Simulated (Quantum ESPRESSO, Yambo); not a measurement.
Quasiparticle gap of Ba$_{2}$LaTaO$_{6}$

```cif
data_Ba2LaO6Ta
_chemical_formula_sum 'O6 Ba2 La1 Ta1'
_space_group_name_H-M_alt 'P 1'
_space_group_IT_number 1
_cell_length_a 6.08914
_cell_length_b 6.08914
_cell_length_c 6.17055
_cell_angle_alpha 119.928
_cell_angle_beta 119.928
_cell_angle_gamma 60.049
loop_
_space_group_symop_operation_xyz
  'x, y, z'
loop_
_atom_site_label
_atom_site_type_symbol
_atom_site_fract_x
_atom_site_fract_y
_atom_site_fract_z
_atom_site_occupancy
O1 O 0.23256 0.69432 0.68871 1
O2 O 0.76744 0.30568 0.31129 1
O3 O 0.30568 0.76744 0.31129 1
O4 O 0.69432 0.23256 0.68871 1
O5 O 0.27340 0.27340 0.20672 1
O6 O 0.72660 0.72660 0.79328 1
Ba1 Ba 0.24805 0.24805 0.74213 1
Ba2 Ba 0.75195 0.75195 0.25787 1
La1 La 0.00000 0.00000 0.00000 1
Ta1 Ta 0.50000 0.50000 0.50000 1
```

The geometry is that of Materials Project entry mp-13055, symmetrised and not relaxed again.

Starting point: PBEsol (pw.x of Quantum ESPRESSO, ONCV potentials, no spin-orbit coupling). G0W0 in Yambo: 2×2×2 Γ-centred k mesh, bands 2 to 310 and a 8 Ry block in the screening, 310 bands in G with the Bruneval-Gonze terminator, plasmon pole fitted at 27.2 eV.

```json
{
  "PBEsol gap along the band path": "3.63 eV",
  "PBEsol gap between the mesh's edge points ((0, -0.5, -0.5) → (-0.5, -0.5, 0))": "3.66 eV",
  "G0W0 gap between the same points": "5.20 eV",
  "PBEsol smallest direct gap on the mesh (at (-0.5, -0.5, 0))": "3.70 eV",
  "G0W0 direct gap at that point": "5.24 eV",
  "smallest G0W0 gap among all computed states (the edges move to other k points)": "5.12 eV"
}
```

```tsv
k point	band	E PBEsol (eV)	E QP (eV)	shift (eV)	Z
Γ	VB	-0.15	-0.72	-0.57	0.78
Γ	CB	3.68	4.55	0.88	0.83
(0, 0, -0.5)	VB	-0.03	-0.59	-0.56	0.78
(0, 0, -0.5)	CB	4.48	6.01	1.53	0.82
(0, -0.5, 0)	VB	-0.20	-0.79	-0.59	0.78
(0, -0.5, 0)	CB	4.50	6.04	1.54	0.82
(0, -0.5, -0.5)	VB	0.00	-0.57	-0.57	0.78
(0, -0.5, -0.5)	CB	3.80	4.80	1.00	0.83
(-0.5, -0.5, 0)	VB	-0.04	-0.61	-0.57	0.78
(-0.5, -0.5, 0)	CB	3.66	4.63	0.97	0.83
(-0.5, -0.5, -0.5)	VB	-0.19	-0.77	-0.58	0.78
(-0.5, -0.5, -0.5)	CB	4.48	6.00	1.52	0.82
```

Energies count from the PBEsol valence-band maximum.

Nearest settings tried, and what they do to the gap: 202 bands in W, 202 bands in G: +49 meV; 3 Ry block (117 vectors against 415): +48 meV. Not varied: mesh. So the settings aren't converged at that level. The k mesh is coarse.

Without spin-orbit coupling, band edges of such heavy elements can be off by tenths of an eV. The 4f states are in the valence at their DFT position.

The structure is a Materials Project entry; no match was found in the copy of COD used, and its stability was not checked.
